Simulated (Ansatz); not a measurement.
## 14N nuclear quadrupole resonance in Si₃N₄

Cell: an entry of the Crystallography Open Database (COD; perhaps a calculated or model structure), atoms as given.

Space group P6_3/m (No. 176); a = 7.6044, c = 2.9063 Å, γ = 120.00°.

| site | Wyckoff | site symmetry | x | y | z |
| --- | --- | --- | --- | --- | --- |
| Si | 6h | m.. | 0.7685 | 0.1746 | 0.2500 |
| N7 | 6h | m.. | 0.0306 | 0.3303 | 0.2500 |
| N13 | 2d | -6.. | 0.6667 | 0.3333 | 0.2500 |

One atom of each set is listed.

Level of theory: DFT, PBE, plane waves and PAW, scalar-relativistic, 420 eV cutoff, Γ-centred 4×4×10 k-points, Fermi–Dirac smearing 0.02 eV (Ansatz 0.2.0).

14N: I = 1, Q = 20.44 mb (year-2017 value). Static lattice, zero field.

(1) Predict the zero-field 14N lines of each site.

## Answers

(1) For I = 1 the lines are ν± = (3/4)|C_Q|(1 ± η/3) and ν₀ = |C_Q|η/2.

| site | atoms | V_zz (10²¹ V/m²) | C_Q (MHz) | η | line frequencies (MHz) |
| --- | --- | --- | --- | --- | --- |
| N7 | 6 | -4.94 | -2.44 | 0.07 | 0.0854, 1.79, 1.87 |
| N13 | 2 | -4.91 | -2.43 | 0.00 | 1.82 |

An axis of threefold or higher order runs through N13, so V_zz lies along it and η is zero. At N7 V_zz stands upright on the plane through its three neighbours (within 3°).

At this cell the PBE pressure is 6 GPa, so with PBE the cell would grow if it were relaxed.

The run took 17 s of wall time (17 s of CPU time) and 0.45 GiB at its peak, on 1 thread of Arm Neoverse V1 (aarch64; 8 cores open to the job, memory cap 2.5 GiB, no GPU), a shared host with a load of 0.4 a core.
